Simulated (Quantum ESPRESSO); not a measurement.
# Where does C sit best among Si sites?

The results below are calculated, not measured. They come from pw.x of Quantum ESPRESSO 7.5, a plane-wave density functional program, with PseudoDojo standard norm-conserving files (v0.5 for PBE, v0.4.1 for LDA and PBEsol). The cells are made up: elements, strain and atom displacements were drawn at random, and nothing was relaxed. There is no spin polarisation, spin-orbit coupling or dispersion term.

The cell has 8 sites of a zincblende or diamond lattice. Sites 1 to 4 hold Ge Ge Si Si; sites 5 to 8 hold X X X X. Cell vectors in Å: (5.803, -0.022, 0.029); (-0.022, 5.672, 0.038); (0.029, 0.038, 5.668). Settings: PBE, cutoff 1116 eV, 6 x 6 x 6 k mesh shifted by half a step, Fermi-Dirac smearing of 0.1 eV.

In each run one of the sites marked X holds C and the others hold Si; cell and positions stay the same. E is the free energy of the cell.

```
site of the guest  first shell  mean distance (Å)  E above the lowest (eV)  P (GPa)  force on the guest (eV/Å)
                5       Ge2Si2              2.458                    0.000   -10.88                      0.887
                6       Ge2Si2              2.465                    0.164   -10.61                      0.494
                7       Ge2Si2              2.481                    0.205   -10.40                      0.773
                8       Ge2Si2              2.509                    0.285   -10.14                      0.544
```

A rerun of one of these cells at 1347 eV and k mesh 8 x 8 x 8 moved values by no more than 0.002 eV in the cell's energy, 0.03 GPa in stress and 0.011 eV/Å in force.

## Reading the table

Site 5 is lowest, by 0.164 eV, over three times the rerun's bound. A straight line of energy against the mean distance has a slope of 4.6 ± 1.8 eV/Å, so these few sites cannot settle whether the distance sets the order. The positions are random and not relaxed, so the differences hold for this frozen cell and are not site preferences of a real crystal.